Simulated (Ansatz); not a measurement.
CdPtC6N6, one structure, two calculations

Cell: a COD entry, ions relaxed with PBE at fixed cell.

Space group Fm-3m (No. 225); a = 10.9474 Å.

```
site  Wyckoff  site symmetry       x       y       z
  Cd       4b           m-3m  0.5000  0.5000  0.5000
  Pt       4a           m-3m  0.0000  0.0000  0.0000
   C      24e           4m.m  0.5000  0.5000  0.1833
   N      24e           4m.m  0.5000  0.5000  0.2890
```

One atom of each set is listed; the run and its k-mesh use a cell of 14 atoms with edges of 7.74, 7.74, 7.74 Å.

First run. The numbers come from a DFT calculation in Ansatz (PBE, plane waves and PAW, scalar-relativistic, 420 eV cutoff, Γ-centred 5×5×5 k-points, Fermi–Dirac smearing 0.05 eV).

| site | V_zz (10²¹ V/m²) | η |
| --- | --- | --- |
| C | -3.81 | 0.00 |
| N | -5.87 | 0.00 |

Second run. The same atoms and settings, except that the functional is r2SCAN and the cutoff is 500 eV.

**Question.** Given the first result, estimate the second.

**Answer.** 

```json
{"site": "C", "V_zz": "-4.17", "η": "0.00", "change of V_zz": "-0.36"}
{"site": "N", "V_zz": "-6.15", "η": "0.00", "change of V_zz": "-0.28"}
```

The largest change of V_zz is on C, from -3.81 to -4.17. In per cent, |V_zz| changes by +9 on C, +5 on N (all sites that start above 0.5). Sites without a gradient aren't listed.

Without spin–orbit coupling the gradients at and beside Pt can be off by some per cent, at some sites by more. The database entry as given showed forces above 3 eV/Å or a pressure above 30 GPa, though relaxing it moves no atom far.
For the second run: The largest force is 0.9 eV/Å, so the atoms aren't at the calculated equilibrium and relaxing them would move these values.
